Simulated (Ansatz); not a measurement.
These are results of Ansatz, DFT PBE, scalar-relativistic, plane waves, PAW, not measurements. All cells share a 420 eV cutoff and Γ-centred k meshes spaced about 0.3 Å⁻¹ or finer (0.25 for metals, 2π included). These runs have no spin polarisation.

All energies are static (0 K, no zero-point motion).

Two relaxed structures of Ag3Os:

A.

```
CELL_PARAMETERS angstrom
2.75479 0.00000 0.00000
-1.37740 2.38572 0.00000
0.00000 0.00000 10.59386
ATOMIC_POSITIONS crystal
Ag 0.66667 0.33333 0.26210
Ag 0.66667 0.33333 0.73790
Ag 0.33333 0.66667 0.50000
Os 0.66667 0.33333 0.00000
```

B.

```
CELL_PARAMETERS angstrom
2.79470 0.00000 0.00000
-1.39735 2.42028 0.00000
0.00000 0.00000 9.80336
ATOMIC_POSITIONS crystal
Ag 0.00000 0.00000 0.00000
Ag 0.66667 0.33333 0.74533
Ag 0.66667 0.33333 0.25467
Os 0.00000 0.00000 0.50000
```

Question: Which is lower in energy, and by how much?

Answer: B is lower, by 170 meV/atom. A has space group P-6m2 (No. 187), 17.4 Å³/atom and no gap on its mesh; B has Ag and Os ordered on hcp sites, space group P-6m2 (No. 187), 16.6 Å³/atom and no gap. Counting all near atoms (those within 1.25 times the shortest distance at each site; a slash parts the counts of unlike sites), A has Ag 10/12, Os 8 and B has Ag 12, Os 12. The denser one is the lower, and pressure would at first widen the difference. Even the lower one lies +0.39 eV/atom against the reference forms of the elements (uncorrected), so neither is stable at this level. Both come from trial cells of a structure search.

Spin–orbit coupling, which can matter for Os, is left out. Trial moments fell under 0.15 μB along the way in P-6m2; another start might hold them. B has imaginary phonons (to 49i cm⁻¹ on its k mesh, which matters in a metal), so it may be a saddle point. A kick in its own cell came back all the same. Other cells relaxed within their symmetry can be saddle points.
